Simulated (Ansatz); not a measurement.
Co3BIr:
```
Co3BIr
1.0
    3.80435     0.00000     0.00000
    0.00000     3.80435     0.00000
    0.00000     0.00000     3.80435
Co Ir B
3 1 1
Direct
  0.50000   0.50000   0.00000
  0.00000   0.50000   0.50000
  0.50000   0.00000   0.50000
  0.00000   0.00000   0.00000
  0.50000   0.50000   0.50000
```
The run is spin-polarised; directions of the spins, atom by atom: ↑ ↑ ↑ ↑ 0.

This is the PBE-relaxed structure.

Q: All from PBE (plane waves, PAW; program Ansatz), unless another level is named. Predict the electronic character.

A: metallic (no gap).

Q: Give the formation energy from the elements (no fitted shifts).

A: 0.20 eV/atom.

Q: Next, the density of states at the Fermi level?

A: 1.4 states/eV per atom (mean over ±0.08 eV).

Space group Pm-3m. The start of the workflow was typed in or built on a structure type; neither database checked (COD, Materials Project) lists it. Whether it is the stable phase at ambient conditions was not checked. The cell was relaxed with PBE under the symmetry of its start; whether a distortion lowers the energy is not shown. Magnetic state: ferromagnetic, chosen from 5 collinear starts compared on coarse meshes (ties went to the first, and starts can fall back to one state), not a proven ground state. Its formation energy is positive at this level, so the cell may be metastable or incomplete. The references are the lowest solids computed at this level, not always the standard phases. Scalar-relativistic: spin–orbit coupling is off unless named, which matters more the heavier the elements.

Potentials: the earlier of the program's two PAW sets.
